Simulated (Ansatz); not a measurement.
Be (diamond, Fd-3m) under volume change, DFT-PBEsol in the program Ansatz with PAW potentials, scaled uniformly.

| V (Å³/atom) | E − E(relaxed) (meV/atom) | P (GPa) |
|---|---|---|
| 13.183 | 19.0 | 5.00 |
| 13.617 | 8.1 | 3.11 |
| 14.052 | 1.9 | 1.45 |
| 14.486 | 0.0 | 0.00 |
| 14.921 | 1.8 | -1.28 |
| 15.355 | 6.8 | -2.40 |
| 15.790 | 14.7 | -3.39 |

Task: What does a third-order Birch–Murnaghan fit give for V₀, B₀ and B′?

Result: V₀ = 14.49 Å³/atom, B₀ = 45.4 GPa, B′ = 3.3.

The start of the workflow was typed in or built on a structure type; neither database checked (COD, Materials Project) lists it. It is not the phase usual at ambient conditions (space group No. 194). The cell was relaxed with PBEsol under the symmetry of its start. At this level the phase is mechanically unstable.

Potentials: the earlier of the program's two PAW sets.
